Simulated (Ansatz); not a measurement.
Values for one crystal, relaxed and computed with r²SCAN in the plane-wave PAW code Ansatz; other levels are named.

- Volume per atom = 18.81 Å³
- Electronic character = metallic (no gap)
- Density of states at the Fermi level = 0.12 states/eV per atom (mean over ±0.08 eV)
- Formation energy from the elements (no fitted shifts) = -85 kJ/mol-atom

Pick the material that matches.
A. Ti5Ge3, P6_3/mcm (Ti on 6g, Ti on 4d, Ge on 6g)
B. Ti5Te4, I4/m (Ti on 2a, Ti on 8h, Te on 8h)
C. ZrGe, Pnma (Zr on 4c, Ge on 4c)
D. Ti3O, P-31c (Ti on 12i, O on 2d, O on 2a)

C, ZrGe, Pnma (Zr on 4c, Ge on 4c)

The first step of the workflow began from a Materials Project structure, measured or hypothetical; the Crystallography Open Database copy checked does not list it. Its standing as an ambient phase is unchecked. Symmetry was held in the r²SCAN relaxation; whether a distortion lowers the energy is not shown. The run is not spin-polarised. The references are the lowest solids computed at this level, not always the standard phases. Spin–orbit coupling is left out wherever it is not named.

Potentials: the earlier of the program's two PAW sets.
